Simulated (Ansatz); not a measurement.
K2LiGaF6:
```
K2LiGaF6
1.0
    0.00000     3.97518     3.97518
    3.97518     0.00000     3.97518
    3.97518     3.97518     0.00000
K Li Ga F
2 1 1 6
Cartesian
  5.96277   5.96277   5.96277
  1.98759   1.98759   1.98759
  3.97518   3.97518   3.97518
  0.00000   0.00000   0.00000
  1.90714   3.97518   3.97518
  6.04323   3.97518   3.97518
  3.97518   1.90714   3.97518
  3.97518   6.04323   3.97518
  3.97518   3.97518   1.90714
  3.97518   3.97518   6.04323
```

The program Ansatz at the PBEsol level (PAW) gives a gap of 6.43 eV without spin–orbit coupling, maximum at Γ, minimum at Γ.

**Question.** What happens when spin–orbit coupling is switched on?

**Answer.** The gap decreases by 0.01 eV, to 6.42 eV; maximum at Γ, minimum at Γ.

**Question.** How large is the spin–orbit splitting of the valence top at Γ?

**Answer.** The fourfold level lies 0.03 eV above the split-off pair.

**Question.** Give the electron effective mass with spin–orbit coupling.

**Answer.** 0.65 mₑ (isotropic).

**Question.** Give the hole effective mass with spin–orbit coupling, band 1 of 2 at the edge.

**Answer.** 5.0 along [100], 3.7 along [110], 3.2 along [111] (mₑ).

**Question.** Give the hole effective mass with spin–orbit coupling, band 2 of 2 at the edge.

**Answer.** 1.8 along [100], 2.1 along [110], 2.3 along [111] (mₑ).

Space group Fm-3m. The workflow started from a Materials Project entry (that database holds measured and hypothetical structures alike); the Crystallography Open Database copy checked does not list it. Its standing as an ambient phase is unchecked. The cell was relaxed with PBEsol under the symmetry of its start; whether a distortion lowers the energy is not shown.

Potentials: the later of the program's two PAW sets.
